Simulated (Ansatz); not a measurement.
**Several inputs for MoS2 with phosphorus replacing Mo**

Cell: a supercell of MoS2 (space group P6_3/mmc) built from a COD entry, with all atoms left at the host's positions.

Space group P-6m2 (No. 187); a = 6.3380, c = 12.3240 Å, γ = 120.00°.

| site | Wyckoff | site symmetry | x | y | z |
| --- | --- | --- | --- | --- | --- |
| P | 1a | -6m2 | 0.0000 | 0.0000 | 0.0000 |
| Mo2 | 3j | mm2 | 0.0000 | 0.5000 | 0.0000 |
| Mo5 | 3k | mm2 | 0.1667 | 0.8333 | 0.5000 |
| Mo8 | 1f | -6m2 | 0.6667 | 0.3333 | 0.5000 |
| S9 | 2g | 3m. | 0.0000 | 0.0000 | 0.3730 |
| S10 | 6n | .m. | 0.0000 | 0.5000 | 0.3730 |
| S13 | 6n | .m. | 0.1667 | 0.8333 | 0.8730 |
| S16 | 2i | 3m. | 0.6667 | 0.3333 | 0.8730 |

One atom of each set is listed.

Reference run. The numbers come from a DFT calculation in Ansatz (PBE, plane waves and PAW, scalar-relativistic, 420 eV cutoff, Γ-centred 4×4×2 k-points, Fermi–Dirac smearing 0.01 eV, cell charge +1).

It gives V_zz (10²¹ V/m²) P -1.39 (η 0.00), Mo2 -10.73 (η 0.20), S16 -6.09 (η 0.00), among others. Each of these runs changes the input as listed (caps on SCF iterations aside):

A. hamiltonian.pseudopotentials: {kind: paw} → {kind: paw, source: ansatz}
B. magnetization: not typed → {spin_polarized: true, spin_orbit: true}; hamiltonian.pseudopotentials: {kind: paw} → {kind: nc}

Problem. How does each run end, and how far do the gradients move?

Solution. 

| run | P V_zz (η) | Mo2 V_zz (η) | S16 V_zz (η) | largest change of a gradient tensor, all atoms | note |
| --- | --- | --- | --- | --- | --- |
| A | -1.40 (0.00) | -11.03 (0.17) | -6.11 (0.00) | 0.30 | converged; another set of PAW files; cutoff taken 600 eV |
| B | – | – | – | – | refused: 3 input errors — fix all and re-run |

Run A moves a gradient tensor by up to 0.30, on Mo2 (V_zz from -10.73 to -11.03). Run B holds spin-orbit coupling on scalar files.

On the reference run: The run isn't spin-polarised, and a state with spin may lie lower. The defect repeats with the cell of 24 atoms, so it feels its images: sites between two images don't show the values beside a lone defect, and zeros or small values of η there can come from the images' arrangement. Mo and S carry a gradient in the pure host already, so the values there aren't the defect's effect alone. A uniform background compensates the cell's charge. The defect cell has no gap above 0.1 eV on its mesh, so the values can hang on the smearing and the k-mesh. Without spin–orbit coupling (the program notes it for Mo) the gradients can shift somewhat, as the gap is small. The neighbours have not yet relaxed around the defect (largest force 0.80 eV/Å), so a real crystal will differ.
